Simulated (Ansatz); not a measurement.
Input and command of a plane-wave DFT calculation in Ansatz:

```yaml
crystal:
  lattice:
    - [0.0, 2.1478149043, 3.5970309381]
    - [1.2400796307, 0.0, 3.5970309381]
    - [1.2400796307, 2.1478149043, 0.0]
  atoms:
    - { symbol: C, position: [0.1667039277, 0.8332960723, 0.1667039277] }
    - { symbol: C, position: [0.8332960723, 0.1667039277, 0.8332960723] }
basis:
  ecutwfc: 500
kpoints:
  mp_grid: { grid: [14, 14, 14] }
hamiltonian:
  xc: r2scan
scf:
  occupations: { method: gaussian, width: 0.02 }
output:
  forces: true
  stress: true
  eigenvalues: true
relax:
  adjacent_minimum: "off"
  f_tol: 0.01
  max_steps: 30
  cell: { stress_tol: 0.1, fix: [volume] }
```

```bash
ansatz run input.yaml --threads 1 --pin off --max-ram 2560MiB --backend cpu --events-out ev --progress --plain --runs-dir out
```

Processor: Intel(R) Xeon(R) 6975P-C (Granite Rapids), 1 thread, on a host shared with other jobs.

Q: How long does it run, and how much memory does it take?

A: About 19 s on 1 thread of Intel(R) Xeon(R) 6975P-C (Granite Rapids), with other jobs on the host, peak memory 0.53 GiB. It solves 8 bands at 428 k points (the mesh reduced by the symmetry that the task leaves, which can be less than the crystal's) with about 483 plane waves, in 17 SCF iterations over 4 ionic steps.
